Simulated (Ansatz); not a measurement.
Relaxing Sr

Theory: DFT PBEsol, scalar-relativistic, plane waves, PAW in Ansatz. Run with 420 eV cutoff, 12×12×8 k-mesh, Gaussian smearing of 0.10 eV, no spin polarisation.

What was changed: relaxed at 5 GPa.

Other phases may be more stable at this pressure.

Command:

```bash
ansatz run input.yaml --threads 1 --pin off --max-ram 2560MiB --backend cpu --events-out ev --progress --plain --runs-dir out
```

Input:

```yaml
crystal:
  lattice:
    - [3.8991124963, 0.0, 0.0]
    - [-1.9495562481, 3.376730474, 0.0]
    - [0.0, 0.0, 6.4080501337]
  atoms:
    - { symbol: Sr, position: [0.3333333333, 0.6666666667, 0.25] }
    - { symbol: Sr, position: [0.6666666667, 0.3333333333, 0.75] }
basis:
  ecutwfc: 420
kpoints:
  mp_grid: { grid: [12, 12, 8] }
hamiltonian:
  xc: pbesol
scf:
  occupations: { method: gaussian, width: 0.1 }
output:
  forces: true
  stress: true
  eigenvalues: true
relax:
  adjacent_minimum: "off"
  f_tol: 0.008
  max_steps: 50
  cell: { stress_tol: 0.08, p_target: 5.0 }
```

F is the free energy. Steps run on the plane waves of an earlier cell, but the last one, and at times one on the way, on a freshly chosen basis, so a repeated geometry can differ a little in energy. The relaxation lowers the enthalpy F + PV at the target pressure, so F itself can rise.

Steps:

```
step F − F(1) (eV) largest force component (eV/Å) V (Å³/atom) P (GPa)
   1         0.0000                           0.000       42.185     3.54
   2         0.0830                           0.000       40.505     4.45
   3         0.1412                           0.000       39.516     5.05
   4         0.1413                           0.000       39.516     5.04
```

Relaxed structure:

```
CELL_PARAMETERS angstrom
3.80177 0.00000 0.00000
-1.90088 3.29243 0.00000
0.00000 0.00000 6.31401
ATOMIC_POSITIONS crystal
Sr 0.33333 0.66667 0.25000
Sr 0.66667 0.33333 0.75000
```

It takes space group P6_3/mmc (No. 194, hexagonal). The conventional cell has a = 3.802 Å, b = 3.802 Å, c = 6.314 Å, α = 90.00°, β = 90.00°, γ = 120.00°. Around Sr (site symmetry -6m2) lie 12 Sr at 3.80 to 3.85 Å.

The run converged. Time: 27 s on 1 thread of Arm Neoverse V1, on a shared host, peak memory 0.39 GiB.